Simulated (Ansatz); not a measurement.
Starting cell, NaCl (rock salt):

```
NaCl
1.0
    0.00000     5.60772     5.60772
    2.80386     0.00000     2.80386
    2.80386     2.80386     0.00000
Cl Na
2 2
Direct
  0.00000   0.00000   0.00000
  0.50000   0.00000   0.00000
  0.25000   0.50000   0.50000
  0.75000   0.50000   0.50000
```

The atoms are displaced by Q × the pattern below (from a DFPT mode at L = (0.5, 0.0, 0.0), largest move 1; Q in Å), at fixed cell. It is one choice among 2 degenerate patterns. (q is in reciprocal vectors of the primitive cell; the cell shown is doubled to hold the pattern.)

```
atom       x       y       z
----  ------  ------  ------
Cl1    0.285  -0.520   0.805
Cl2   -0.285   0.520  -0.805
```

Atoms not listed stay in place.

Method: r2SCAN (plane waves to 500 eV, PAW, scalar-relativistic; Ansatz, an electronic-structure program). k mesh 5×10×10 (Γ-centred), Fermi-Dirac smearing 0.05 eV. E stands for the smeared free energy. NaCl was relaxed with its symmetry unable to fall. ΔE is measured from the undisplaced structure.

```
Q (Å)    ΔE (meV/cell)
-------  -------------
-0.1000           19.4
-0.0833           13.5
-0.0667            8.6
-0.0500       withheld
-0.0333            2.2
-0.0167            0.5
0.0000             0.0
0.0167             0.5
0.0333             2.2
0.0500        withheld
0.0667             8.6
0.0833            13.5
0.1000            19.4
```

**Question.** Fit an even polynomial form (powers 2, 4) to the given rows and predict ΔE at Q = -0.0500.

**Answer.** Least squares on the 11 given rows: ΔE = (1943)·Q² + (-205.5)·Q⁴, in meV/cell with Q in Å; root-mean-square residual 0.03 meV/cell. At -0.0500 the fit gives 4.9 meV/cell; the calculation gives 4.9 meV/cell, the same to the digits shown. The quadratic term alone would give 4.9 meV/cell.

(A displaced cell: forces are minus the slopes of the energy, force constants its curvatures, and phonons follow from these.)
